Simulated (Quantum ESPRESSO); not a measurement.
# W2LiRe4Ga: a guest atom moved from site to site

Simulated, not a measurement. The program is pw.x of Quantum ESPRESSO 7.5 (plane-wave density functional theory). The cell is made up: eight metal atoms on a hexagonal close-packed lattice, with elements, volume, strain and displacements drawn at random and not relaxed, so it may be unstable or far from any real phase. PseudoDojo standard norm-conserving files set the functional (PBE unless stated); there is no spin polarisation or spin-orbit coupling, the Fermi-Dirac width of 0.25 eV means electrons at about 2900 K, and the masses in the input are unused placeholders. Heavy elements are run without spin-orbit coupling, which real alloys of them have. A spin test at this wide smearing found no moment, but such smearing suppresses magnetism that the real alloy may have.

The runs move one Ga atom among sites that otherwise hold Re. Cell, positions, cutoff, mesh and smearing stay as in the input of run 1; sites are counted in its order. Stress in the tables is positive in tension.

Input of run 1:

```
&control calculation='scf', pseudo_dir='./dojo.nc.sr.pbe.v0_5.standard.upf', outdir='./o', disk_io='minimal', tprnfor=.true., tstress=.true. /
&system ibrav=0, nat=8, ntyp=4, nbnd=68, ecutwfc=79.96652505, nosym=.true., tot_charge=0,
 occupations='smearing', smearing='fd', degauss=0.0183746611
/
&electrons conv_thr=1.470e-08, electron_maxstep=70, mixing_beta=0.5 /
ATOMIC_SPECIES
Ga 1.0 Ga.upf
Li 1.0 Li.upf
Re 1.0 Re.upf
W 1.0 W.upf
CELL_PARAMETERS angstrom
0.0098 0.0323 4.7309
5.8511 0.0005 0.0119
-2.9252 4.9483 0.0281
ATOMIC_POSITIONS angstrom
W 0.0841 -0.0858 -0.0843
W -1.4 2.5079 0.0662
Li 2.9707 0.044 0.03
Re 1.4937 2.4699 0.0175
Ga -0.0004 1.5825 2.4805
Re -1.5655 4.2036 2.374
Re 2.8444 1.6871 2.3665
Re 1.4732 4.163 2.4211
K_POINTS automatic
5 5 5 1 1 1
```

```
run  elements on sites 1 to 8  free energy less that of run 1 (eV)  -TS (eV)  pressure (GPa)  stress xx (GPa)  stress yy (GPa)  stress zz (GPa)  stress yz (GPa)  stress xz (GPa)  stress xy (GPa)  iterations
  1     W W Li Re Ga Re Re Re                                0.000    -1.512          -24.70            26.22            23.57            24.30             0.49             0.26             1.07          15
  2     W W Li Re Re Ga Re Re                               -0.309    -1.585          -23.89            24.72            22.53            24.41            -0.25            -0.15             0.45          16
  3     W W Li Re Re Re Ga Re                               -0.164    -1.648          -22.55            23.64            20.83            23.18             0.48             0.42             1.18          16
  4     W W Li Re Re Re Re Ga                               -0.383    -1.619          -22.72            23.69            20.88            23.60             0.28             0.24             1.65          15
```

Forces Fx Fy Fz (eV/Å):

| site | run 1 | run 2 | run 3 | run 4 |
| --- | --- | --- | --- | --- |
| 1 | -0.49 -0.61 0.83 | -0.81 -0.27 0.73 | -0.67 -0.39 0.81 | -0.42 -0.42 0.68 |
| 2 | -0.91 0.41 -0.08 | -0.78 -0.31 -0.12 | -0.28 0.26 -0.03 | -0.58 -0.17 0.08 |
| 3 | 0.01 -0.15 -0.08 | -0.03 -0.17 -0.02 | -0.02 -0.10 -0.08 | 0.07 -0.20 -0.06 |
| 4 | 0.24 0.37 0.15 | 0.64 0.35 0.29 | 0.14 0.84 0.08 | 0.90 0.10 0.11 |
| 5 | -0.21 1.08 -0.75 | -0.61 0.49 -0.48 | -0.21 1.19 -0.67 | -0.01 0.73 -0.46 |
| 6 | 0.83 -0.72 0.00 | 1.08 -0.58 -0.18 | 0.97 -0.78 -0.06 | 1.04 0.04 -0.09 |
| 7 | 0.31 0.03 0.02 | 0.64 0.12 0.03 | 0.33 -0.29 0.09 | -0.21 0.01 -0.03 |
| 8 | 0.22 -0.42 -0.09 | -0.14 0.37 -0.25 | -0.26 -0.74 -0.14 | -0.78 -0.09 -0.23 |

The sites are displaced and not relaxed, so the energy differences mix bonding between neighbours with strain and are not ordering energies. A rerun of one cell of this series at a higher cutoff and on a denser mesh moved values by no more than 0.002 eV in energy, 0.12 GPa in stress and 0.009 eV/Å in force, and a second program with other atomic files agreed on that cell to 2 % rms in force and 0.5 GPa in pressure.